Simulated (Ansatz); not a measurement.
Pt (fcc (Cu type), space group No. 225) at seven volumes, plane-wave PAW PBEsol (Ansatz code), scaled uniformly. One row is withheld.

```csv
V (Å³/atom),P (GPa)
13.683,34.85
14.134,20.98
14.585,?
15.037,0.00
15.488,-7.84
15.939,-14.30
16.390,-19.61
```

Problem. Fit the shown pressures and predict the withheld one.

Solution. P = (3/2)B₀(x^(7/2) − x^(5/2))[1 + (3/4)(B′ − 4)(x − 1)] with x = (V₀/V)^(2/3). Least squares on the six rows gives V₀ = 15.037 Å³/atom, B₀ = 287 GPa, B′ = 5.36. At V = 14.585, x = 1.0206 and P = 9.51 GPa. The run itself gave 9.50 GPa.

Space group Fm-3m (fcc (Cu type)). The cell was relaxed with PBEsol under the symmetry of its start. The run is not spin-polarised. Spin–orbit coupling is left out wherever it is not named.

Potentials: the later of the program's two PAW sets.
